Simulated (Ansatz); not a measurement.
Cs (bcc (W type)), relaxed with r²SCAN (Ansatz, a program for electronic structure, plane waves, PAW): a = b = c = 6.267 Å, α = β = γ = 90.00°.

Q: The same phase is relaxed and computed with r²SCAN+D4 in the same code. What is the cell now?

A: a = b = c = 6.2430 Å, α = β = γ = 90.00°.

All cells were relaxed under the symmetry of their starts (and spin orders); stability against distortions was not tested throughout. Scalar-relativistic: spin–orbit coupling is off unless named, which matters more the heavier the elements.

Potentials: the earlier of the program's two PAW sets.

Ansatz is a plane-wave DFT program.
